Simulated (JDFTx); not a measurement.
Reference run:

Al(110) slab cut from bulk Al (space group Fm-3m, indices of the conventional cell, lattice of the Materials Project entry mp-134, not re-optimised): 5 atoms in 5 planes, a 1x1 cell of 11.54 Å² (|a| = 4.039, |b| = 2.856 Å), 5.7 Å between the outermost planes, cell height 21.7 Å, 6×8×1 k mesh, Fermi smearing 0.01 Ha, no spin polarisation.

The reference is PBE, GBRV ultrasoft potentials, plane waves to 20/100 Ha; code: a modified build of JDFTx. Unrelaxed; liquid: CANDLE, water, 1 M NaF. Potentials refer to SHE, placed 4.44 V below the bulk liquid's zero by convention. On the negative side CANDLE's cavity feels the periodic box, so those points shift with the cell height.

| cell height | work function (eV) | U_pzc (V) | mean C above U_pzc (μF/cm²) | k states × plane waves | cycles, vacuum run | rough core time, vacuum run |
|---|---|---|---|---|---|---|
| 13.7 Å | (withheld) | (withheld) | 18 over 0.5 V | 20 × 4554 | 13 | 50 s |
| 15.7 Å | 4.06 | -0.73 | 18 over 0.5 V | 20 × 5218 | 13 | 50 s |
| 17.7 Å | 4.05 | -0.74 | 18 over 0.5 V | 20 × 5883 | 15 | 70 s |
| 21.7 Å | 4.05 | -0.74 | 18 over 0.5 V | 20 × 7213 | 17 | 90 s |
| 29.7 Å | 4.05 | -0.74 | 17 over 0.5 V | 20 × 9877 | 22 | 3 min |
| 37.7 Å | 4.05 | -0.74 | 18 over 0.5 V | 20 × 12536 | 29 | 4 min |

Fill in the missing entries.


- 13.7 Å, work function (eV): 4.09
- 13.7 Å, U_pzc (V): -0.71

The times are rough (shared hosts); only ratios past two mean anything.
